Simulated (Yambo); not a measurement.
```xyz
5
Lattice="3.1877 1.8404 2.6221 -3.1877 1.8404 2.6221 0.0000 -3.6809 2.6221" Properties=species:S:1:pos:R:3 pbc="T T T"
O     -1.8024     1.0406     1.7699
O      0.0000    -2.0812     1.7699
O      1.8024     1.0406     1.7699
Rb     0.0000     0.0000     4.0562
I      0.0000     0.0000     0.0083
```

RbIO3 (space group R3m, No. 160): mean Im ε in 1 eV windows above the direct gap of 4.50 eV, for different electron-hole kernels (Yambo, broadening 0.15 eV, LDA (Quantum ESPRESSO, PseudoDojo norm-conserving, 84 Ry, without SOC) bands; 6×6×6 mesh, 9 valence and 3 conduction bands, static screening with 50 bands and a 3 Ry block, scissor 1.73 eV, Tamm-Dancoff; field along x).

```json
[
 {"window (eV)": "4.5 to 5.5", "independent quasiparticles": "1.9", "RPA (no attraction)": "1.1", "TDDFT, adiabatic LDA kernel": "1.2", "BSE": "2.4"},
 {"window (eV)": "5.5 to 6.5", "independent quasiparticles": "3.7", "RPA (no attraction)": "2.0", "TDDFT, adiabatic LDA kernel": "2.2", "BSE": "3.1"},
 {"window (eV)": "6.5 to 7.5", "independent quasiparticles": "4.0", "RPA (no attraction)": "2.3", "TDDFT, adiabatic LDA kernel": "2.3", "BSE": "2.9"},
 {"window (eV)": "7.5 to 8.5", "independent quasiparticles": "3.5", "RPA (no attraction)": "2.1", "TDDFT, adiabatic LDA kernel": "2.2", "BSE": "1.7"},
 {"window (eV)": "8.5 to 9.5", "independent quasiparticles": "3.3", "RPA (no attraction)": "2.3", "TDDFT, adiabatic LDA kernel": "2.4", "BSE": "0.9"}
]
```

This run doesn't resolve bound excitons or single peaks, so only averages are given, and they too depend on the mesh; weight that the attraction moves below the gap isn't listed. All transitions below 9.68 eV are in the band window. The scissor comes from a G0W0 run whose convergence isn't established.

Spin-orbit coupling is left out, which matters for elements this heavy: edges can move by tenths of an eV.

Geometry of the Materials Project entry, not relaxed at this level.

The structure is a Materials Project entry; no match was found in the copy of COD used, and its stability was not checked.
